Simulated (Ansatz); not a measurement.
In:
```
CELL_PARAMETERS angstrom
      0.00000     3.30720     3.30720
      3.30720     0.00000     3.30720
      3.30720     3.30720     0.00000
ATOMIC_POSITIONS crystal
  In 0.00000 0.00000 0.00000
  In 0.25000 0.25000 0.25000
```

Relaxed with r²SCAN. Special points in fractions of this cell's reciprocal vectors: Γ (0.000, 0.000, 0.000); X (0.500, 0.000, 0.500); U (0.625, 0.250, 0.625); K (0.375, 0.375, 0.750); L (0.500, 0.500, 0.500); W (0.500, 0.250, 0.750).

Question: List the band energies nearest the Fermi level at these points for the program Ansatz at the r²SCAN with spin–orbit coupling level (PAW).

Answer: In eV from the Fermi level; about four levels below and three above (degenerate sets whole), none deeper than 8.9 eV; points with the same levels are listed once.

```
k                    below                          above
-  -----------------------  -----------------------------
Γ              -8.37 -8.37  2.13 2.13 2.71 2.71 2.71 2.71
X  -0.47 -0.47 -0.47 -0.47            2.77 2.77 2.77 2.77
U  -1.56 -1.56 -0.05 -0.05            3.11 3.11 5.52 5.52
L  -6.51 -6.51 -4.08 -4.08            0.92 0.92 1.28 1.28
W  -1.25 -1.25 -1.11 -1.11  5.70 5.70 5.95 5.95 5.95 5.95
```

Space group Fd-3m (diamond). The start of the workflow was typed in or built on a structure type; neither database checked (COD, Materials Project) lists it. It is not the phase usual at ambient conditions (space group No. 139). The cell was relaxed with r²SCAN under the symmetry of its start. At this level the phase is mechanically unstable.

Potentials: the later of the program's two PAW sets.
